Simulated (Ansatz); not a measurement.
The relaxed structure here is a generated cell of ZnSe: the first start was made by a random draw of sites in a space group, and the end was not matched to a known phase here, so it may be hypothetical. Known forms of ZnSe include space group No. 216.

The end point of a relaxation of ZnSe. Space group P2₁ (No. 4). Computed with PBEsol (plane waves to 420 eV, PAW, scalar-relativistic; Ansatz, a first-principles code).

```xyz
8
Lattice="3.8588 0.0000 0.0000 0.0000 6.1410 0.0000 -1.9017 0.0000 7.4028" Properties=species:S:1:pos:R:3 pbc="T T T"
Se    -0.0563     2.6673     2.7687
Se     2.0134     5.7379     4.6341
Se     1.2996     5.4516     0.7233
Se     0.6576     2.3811     6.6795
Zn     1.8305     4.1825     2.7795
Zn     1.3319     4.7364     6.7782
Zn     0.6252     1.6659     0.6246
Zn     0.1266     1.1120     4.6232
```

Volume per atom: 21.93 Å³
Density: 5.47 g/cm³
Band gap: 1.14 eV, direct (no spin-orbit coupling)
Shortest distances: Se–Zn 2.42 Å; Zn–Zn 3.53 Å
k-mesh: 9×6×5

Band energies at high-symmetry points (eV from the VBM; labels of this space group; no spin-orbit coupling), from −5 eV up to 6.1 eV:

```tsv
point	energies
Γ	-4.54 -4.39 -3.23 -2.53 -1.67 -1.04 -0.93 -0.76 -0.02 -0.01 0.00 1.14 2.65 3.88 4.03 4.68 5.50 5.62
Z	-3.11 -3.11 -1.54 -1.54 -1.10 -1.10 -0.67 -0.67 -0.44 -0.44 2.54 2.54 3.12 3.12 4.88 4.88 5.57 5.57
D	-4.02 -4.02 -3.98 -3.98 -1.85 -1.85 -1.25 -1.25 -1.01 -1.01 -0.44 -0.44 3.27 3.27 3.53 3.53 5.03 5.03 5.78 5.78
B	-4.99 -4.83 -3.95 -2.62 -2.50 -2.48 -1.41 -1.05 -1.03 -0.70 -0.34 -0.21 3.22 3.23 3.68 3.97 5.21 5.42 5.70 5.98
A	-4.58 -4.47 -3.79 -3.05 -3.01 -2.68 -2.60 -1.71 -1.30 -1.22 -0.77 2.36 2.61 2.66 3.69 4.31 4.81 5.92
E	-4.42 -4.42 -2.78 -2.78 -2.32 -2.32 -1.28 -1.28 -0.66 -0.66 2.31 2.31 3.99 3.99 4.73 4.73 5.43 5.43
C2	-4.61 -4.61 -2.79 -2.79 -2.35 -2.35 -1.34 -1.34 -1.02 -1.02 3.09 3.09 3.99 3.99 4.59 4.59 5.87 5.87
Y2	-4.89 -4.59 -4.41 -3.86 -2.99 -2.93 -2.62 -2.54 -2.05 -1.85 -1.40 -1.30 3.21 3.41 3.76 3.93 3.99 4.59 5.10
```

No spin polarisation in the result.

It was reached from a disturbed copy of a I4₁/amd (No. 141) cell, against which it lies -0.79 eV/atom.
